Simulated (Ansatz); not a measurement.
A sound run on Cr (P63/mmc), parallel moments (DFT, LDA, PAW with Ansatz's default frozen-core files, scalar-relativistic in Ansatz):

```yaml
crystal:
  lattice:
    - [2.714, 0.0, 0.0]
    - [-1.357, 2.3503929459, 0.0]
    - [0.0, 0.0, 4.41]
  atoms:
    - { symbol: Cr, position: [0.3333333333, 0.6666666667, 0.25], spin: 3.0 }
    - { symbol: Cr, position: [0.6666666667, 0.3333333333, 0.75], spin: 3.0 }
magnetization:
  spin_polarized: true
kpoints:
  mp_grid: { grid: [12, 12, 7] }
scf:
  occupations: { method: fermi_dirac, width: 0.03 }
  lower_state_search: "off"
hamiltonian:
  xc: lda
  pseudopotentials: { kind: paw }
output:
  forces: true
  stress: true
  eigenvalues: true
  populations: true
```

It converged in 15 iterations. Site moments (μB): Cr1 0.51, Cr2 0.51. Cell moment 1.12 μB. Pressure -38.33 GPa.

The input is then changed, output keys apart:

```diff
-  occupations: { method: fermi_dirac, width: 0.03 }
+  occupations: { method: cold, width: 0.3 }
+basis:
+  xc_grid: 3
+accuracy: high
```

How does the run end?

The run converged. Free energy -6644.3117 eV against -6644.3216 eV (not comparable, since the functional, the files or the filling changed), cell moment 0.48 μB, pressure -39.06 GPa. These settings were drawn wide on purpose, so the numbers show their effect and aren't offered as converged values.
```
Engine: ansatz 0.2.0
Pseudopotentials: kind: paw
Pseudopotential: Cr, paw, valence charge 14, recommended cutoff 420 eV (normal), Cr.paw.azcp
Functional definition: SPW92
  exchange = slater_x
  correlation = pw_c
Crystal: 2 atoms, lattice volume = 28.131 Å³
Basis set: ecut = 420 eV, 549 PW (Γ), exchange–correlation on 72×72×108 points (27 copies of the dense FFT grid, shifted against one another)
Bands: 21, of which v1, the nominal top of the filled ones, is band 14 counted from 1 (13 counted from 0)
Symmetry: 24 space group operations
Space group: P63/mmc (ITA 194), of the structure as read, at distance tolerance 3.0e-5 Å
Magnetic group: BNS 194.263 (UNI 1493), of the structure as read, at distance tolerance 3.0e-5 Å
k-points: 76 of 1008
Non-local potential: Cr, projectors of the file, l = 0: 3, l = 1: 2, l = 2: 3, l = 3: 1
PAW form: soft (Blöchl's): semilocal exchange-correlation on the pseudo side does not see the compensation charge
PAW frozen core: Cr, regenerated for the run's functional, and the local potential with it (the file was generated under x = pbe(κ = 0.804, μ = 0.2195149727645171), c = pbe(β = 0.06672455060314922))
PAW one-centre angular grid: Cr, 590 points (default); XC on 64 Gauss nodes
Initial density: superposition of atomic densities (chi_scale 0.1, normalization cell)
Starting moments: Σ|m| = 6 μB on 2 of 2 sites
Initial wavefunctions: pseudopotential atomic-orbital guess
Functional: x = slater, c = lda
[...]
  Σ components = -6644.311673   (vs F -6644.311673, Δ=0.00e0)
--- Forces (eV/Å), atoms counted from 1 ---
  atom   1  Cr    -0.00000000    -0.00000000     0.00000000
  atom   2  Cr    -0.00000000     0.00000000     0.00000000
  max |Σ_I F_I| component: 2.78e-17 eV/Å
--- Stress (GPa, compression-positive) ---
      -41.757859      -0.000000       0.000000
        0.000000     -41.757859       0.000000
        0.000000       0.000000     -33.662322
  P = ⅓ Tr σ = -39.0593 GPa (-390.593 kbar)
--- Band table (eV; the first three rows and the last of 152) ---
  k-point 0 ↑: bands = ["-56.0920", "-55.9995", "-27.9378", "-27.5550", "-27.5550", "-27.4864", "-27.4864", "-27.4333", "7.8940", "11.4817", "14.4650", "14.4650", "14.4734", "14.8398", "14.8398", "15.3028", "15.3028", "15.4551", "16.5624", "16.5624", "22.3686"]
  k-point 1 ↑: bands = ["-56.0875", "-56.0041", "-27.9134", "-27.5516", "-27.5516", "-27.4898", "-27.4898", "-27.4589", "8.0741", "11.4052", "14.4059", "14.4140", "14.4140", "14.7762", "14.7762", "15.0095", "15.4393", "15.4393", "16.5522", "16.5522", "23.1840"]
  k-point 2 ↑: bands = ["-56.0747", "-56.0170", "-27.8447", "-27.5421", "-27.5421", "-27.5303", "-27.4994", "-27.4994", "8.5958", "11.0596", "14.2292", "14.2816", "14.3517", "14.3517", "14.6257", "14.6257", "15.7399", "15.7399", "16.4906", "16.4906", "25.1135"]
  k-point 75 ↓: bands = ["-55.7616", "-55.7616", "-27.6518", "-27.6518", "-27.5795", "-27.5455", "-27.3359", "-27.3359", "13.0424", "13.1122", "13.1122", "13.1567", "14.0040", "14.0040", "15.3425", "15.6093", "16.8234", "16.8234", "21.4848", "21.4848", "22.5223"]
--- Löwdin populations: 2 sites ---
  site symbol       q [e]    m [muB]
     0     Cr     13.9134     0.2394
     1     Cr     13.9134     0.2394
  spilling = 0.006187 (of n_electrons = 28.000000)
```
